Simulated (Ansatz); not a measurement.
# Structure optimisation: selenium, bcc

The calculation used DFT, LDA (PW92), plane waves (420 eV) with PAW, scalar-relativistic (Ansatz). The PAW files were generated under PBE, with cores re-solved for the functional.

k-point mesh 13×13×13, Fermi-Dirac smearing 0.1 eV, no spin polarisation. Cell and atoms relax.

Starting structure:

```
Se
1.0
    -1.76004    1.76004    1.76004
     1.76004   -1.76004    1.76004
     1.76004    1.76004   -1.76004
Se
1
Direct
  0.00000 0.00000 0.00000
```

The pressure at the start is -9.4 GPa. By how much does the volume change?

From 21.81 to 18.91 Å³ per atom, -13.3 %. The final cell has a = 3.357 Å.

How much energy does the relaxation gain?

97.1 meV per atom.

Path of the relaxation (the plane waves are chosen anew near the end, which can shift the energy a little):

```csv
step,E − E(final) (meV/atom),V (Å³/atom),P (GPa),max force (eV/Å)
0,97.14,21.809,-9.39,0.000
1,-0.29,18.772,0.70,0.000
2,-0.53,18.956,-0.20,0.000
3,-0.57,18.915,0.00,0.000
4,0.00,18.915,-0.01,0.000
```
